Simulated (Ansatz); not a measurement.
The cell below belongs to a search over invented structures; it isn't taken from experiment.

Input and command of a plane-wave DFT calculation in Ansatz:

```yaml
crystal:
  lattice:
    - [-3.13790421, 3.13790421, 4.51968253]
    - [3.13790421, -3.13790421, 4.51968253]
    - [3.13790421, 3.13790421, -4.51968253]
  atoms:
    - { symbol: H, position: [0.5, 0.5, 0.0] }
    - { symbol: W, position: [0.0, 0.0, 0.0] }
    - { symbol: Cl, position: [0.94342649, 0.94342649, 0.3958824] }
    - { symbol: Cl, position: [0.54754409, 0.54754409, 0.6041176] }
    - { symbol: Cl, position: [0.05657351, 0.45245591, 0.0] }
    - { symbol: Cl, position: [0.45245591, 0.05657351, 0.0] }
    - { symbol: Cl, position: [0.5, 0.0, 0.5] }
    - { symbol: Cl, position: [0.0, 0.5, 0.5] }
basis:
  ecutwfc: 420
kpoints:
  mp_grid: { grid: [3, 3, 3] }
hamiltonian:
  xc: pbe
scf:
  occupations: { method: gaussian, width: 0.15 }
  lower_state_search: "off"
output:
  forces: true
  stress: true
  eigenvalues: true
relax:
  adjacent_minimum: "off"
  f_tol: 0.08
  max_steps: 16
  cell: { stress_tol: 0.8 }
```

```bash
ansatz run input.yaml --threads 1 --pin off --max-ram 2560MiB --backend cpu --events-out ev --progress --plain --runs-dir out
```

Processor: Intel(R) Xeon(R) Platinum 8259CL CPU @ 2.50GHz (Skylake/Cascade Lake), 1 thread, on a host shared with other jobs.

How long does it run, and how much memory does it take?

About 72 s, peak memory 0.47 GiB. It solves 37 bands at 6 k points (after reduction by symmetry) with about 3815 plane waves (on the last cell), in 112 SCF iterations over 16 ionic steps.
